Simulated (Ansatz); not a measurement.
InP (zinc blende) was relaxed and computed twice in Ansatz (plane waves, PAW), once with HSE06 and once with LDA.

```tsv
	run 1	run 2
cell	a = b = c = 5.9023 Å, α = β = γ = 90.00°	a = b = c = 5.8264 Å, α = β = γ = 90.00°
gap (eV)	1.37	0.58
B₀ by P(V) fit (GPa)	69.4	71.2
```

### Question
Which run used which functional?

### Answer
Run 1 is HSE06, run 2 is LDA.

All cells were relaxed under the symmetry of their starts (and spin orders); stability against distortions was not tested throughout. Scalar-relativistic: spin–orbit coupling is off unless named, which matters more the heavier the elements.

Potentials: the earlier of the program's two PAW sets.

Ansatz (an electronic-structure program) is a plane-wave DFT program.
